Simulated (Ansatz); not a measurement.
MgS (rock salt) is sheared across one {110} plane: the third cell vector gains the shift, so faults repeat every 5.5 Å. The cut lies between planes 1.85 Å apart; the cell height is held.

```xyz
6
Lattice="3.6980 0.0000 0.0000 0.0000 5.2297 0.0000 1.8490 2.6148 5.5469" Properties=species:S:1:pos:R:3 pbc="T T T"
S      1.5408     2.1790     4.6224
S      1.5408     2.1790     0.9245
S      3.3898     4.7939     2.7735
Mg     1.5408     4.7939     4.6224
Mg     1.5408     4.7939     0.9245
Mg     3.3898     2.1790     2.7735
```

In-plane vectors a = (3.698, 0.000) Å, b = (0.000, 5.230) Å, area 19.34 Å². The shift is s times the vector a + b (length 6.405 Å), so s = 1 restores the start. Atoms relax along the normal only. γ = [E(shift) − E(0)] / area.

These are PBE (plane waves to 420 eV, PAW, scalar-relativistic; Ansatz, a program for electronic structure) values and carry that method's errors. k mesh 8×8×8 (Γ-centred), Fermi-Dirac smearing 0.05 eV. E is the zero-smearing estimate. Some relaxations began with atoms very close together and may have settled on another branch. As the smearing reaches across the gap at some points, the k mesh leaves noise in γ, roughly 0.02 J/m² as judged from a few cases. Faults lie only 5.5 Å apart, and holding the cell height raises γ above its relaxed value. MgS was relaxed with its symmetry unable to fall. γ is measured from zero shift. The last digit holds for this mesh only.

```json
[
 {"s": "0.000", "γ (J/m²)": "0.00"},
 {"s": "0.083", "γ (J/m²)": "withheld"},
 {"s": "0.167", "γ (J/m²)": "1.11"},
 {"s": "0.250", "γ (J/m²)": "2.29"},
 {"s": "0.333", "γ (J/m²)": "3.28"},
 {"s": "0.417", "γ (J/m²)": "3.71"},
 {"s": "0.500", "γ (J/m²)": "3.79"},
 {"s": "0.583", "γ (J/m²)": "3.71"},
 {"s": "0.667", "γ (J/m²)": "3.28"},
 {"s": "0.750", "γ (J/m²)": "2.29"},
 {"s": "0.833", "γ (J/m²)": "1.11"},
 {"s": "0.917", "γ (J/m²)": "withheld"}
]
```

Question: Fit a Fourier form (three harmonics of 1 − cos and sin) to the given rows and predict γ at s = 0.917.

Answer: Least squares on the 10 given rows: γ = (1.985)·[1 − cos(2πs)] + (0.199)·[1 − cos(4πs)] + (-0.092)·[1 − cos(6πs)], in J/m²; root-mean-square residual 0.003 J/m². At 0.917 the fit gives 0.27 J/m²; the calculation gives 0.31 J/m², so the interpolation is off by -0.04 (-12.9 %). 

(The slope of γ gives the shear force per area between the displaced halves; near zero shift its curvature is an elastic stiffness.)
